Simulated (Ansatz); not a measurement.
Input and command of a plane-wave DFT calculation in Ansatz:

```yaml
crystal:
  lattice:
    - [5.6211242027, 0.0, 0.0]
    - [0.0, 5.6211242027, 0.0]
    - [0.0, 0.0, 25.0975011277]
  atoms:
    - { symbol: Al, position: [0.25, 0.25, 0.3386791361] }
    - { symbol: Al, position: [0.25, 0.75, 0.3386791361] }
    - { symbol: Al, position: [0.75, 0.25, 0.3386791361] }
    - { symbol: Al, position: [0.75, 0.75, 0.3386791361] }
    - { symbol: Ti, position: [0.0, 0.0, 0.4196633092] }
    - { symbol: Ti, position: [0.0, 0.5, 0.4196633092] }
    - { symbol: Ti, position: [0.5, 0.0, 0.4196633092] }
    - { symbol: Ti, position: [0.5, 0.5, 0.4196633092] }
    - { symbol: Al, position: [0.25, 0.25, 0.5016764895] }
    - { symbol: Al, position: [0.25, 0.75, 0.5016764895] }
    - { symbol: Al, position: [0.75, 0.25, 0.5016764895] }
    - { symbol: Al, position: [0.75, 0.75, 0.5016764895] }
    - { symbol: Ti, position: [0.0, 0.0, 0.5789173949] }
    - { symbol: Ti, position: [0.0, 0.5, 0.5789173949] }
    - { symbol: Ti, position: [0.5, 0.0, 0.5789173949] }
    - { symbol: Ti, position: [0.5, 0.5, 0.5789173949] }
    - { symbol: O, position: [0.0, 0.25, 0.6498407905] }
basis:
  ecutwfc: 500
kpoints:
  mp_grid: { grid: [5, 5, 1] }
hamiltonian:
  xc: r2scan
scf:
  occupations: { method: gaussian, width: 0.1 }
output:
  forces: true
  eigenvalues: true
  write_density: true
  write_potential: true
  elf: true
  volumetric_format: npy
relax:
  adjacent_minimum: "off"
  f_tol: 0.03
  max_steps: 70
  constraints: [{ sites: [0, 1, 2, 3, 4, 5, 6, 7] }]
efield:
  axis: 3
  dipole_correction: true
  ramp_width: 0.04
```

```bash
ansatz run input.yaml --threads 2 --pin off --max-ram 5120MiB --backend cpu --events-out ev --progress --plain --runs-dir out
```

Processor: AMD EPYC 7B13 (Zen 3), 2 threads, on a host shared with other jobs.

Q: Estimate time, memory and problem size.

A: About 7.5 min on 2 threads of AMD EPYC 7B13 (Zen 3) (shared host), peak memory 3.1 GiB. It solves 80 bands at 9 k points (the mesh reduced by the symmetry that the task leaves, which can be less than the crystal's) with about 20119 plane waves, in 43 SCF iterations over 6 ionic steps.
